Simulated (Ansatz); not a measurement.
Here is the system:

FeB$_{2}$:
```
CELL_PARAMETERS angstrom
      4.74148     0.00000     0.00000
      0.00000     4.73385     0.00000
      0.00000     0.00000     3.67196
ATOMIC_POSITIONS crystal
  Fe 0.47927 0.75000 0.37573
  Fe 0.52073 0.25000 0.62427
  Fe 0.02073 0.25000 0.87573
  Fe 0.97927 0.75000 0.12427
  B  0.66301 0.06839 0.10744
  B  0.33699 0.93161 0.89256
  B  0.83699 0.93161 0.60744
  B  0.16301 0.06839 0.39256
  B  0.16301 0.43161 0.39256
  B  0.83699 0.56839 0.60744
  B  0.33699 0.56839 0.89256
  B  0.66301 0.43161 0.10744
```

This is the LDA-relaxed structure. Cartesian axes are those of the cell as given.

Problem. All from LDA in the plane-wave PAW code Ansatz, unless another level is named. Predict the smallest direct gap on the standard path.

Solution. 0.61 eV.

Problem. Next, the weight of the conduction-edge state by species (Voronoi cells)?

Solution. Fe 73 %, B 27 %.

Problem. What about the weight of the valence-edge state by species (Voronoi cells)?

Solution. Fe 85 %, B 15 %.

Problem. And the conduction-band minimum?

Solution. at U (k = 0.500, 0.000, 0.500).

Space group Pnma. The first step of the workflow began from a Materials Project structure, measured or hypothetical; the Crystallography Open Database copy checked does not list it. COD files the formula under space group No. 191, so this cell is another polymorph or a model. Its standing as an ambient phase is unchecked. The LDA relaxation kept the symmetry of its start; of distortions, only those at the zone centre were tested. No spin polarisation was allowed.

Potentials: the later of the program's two PAW sets.
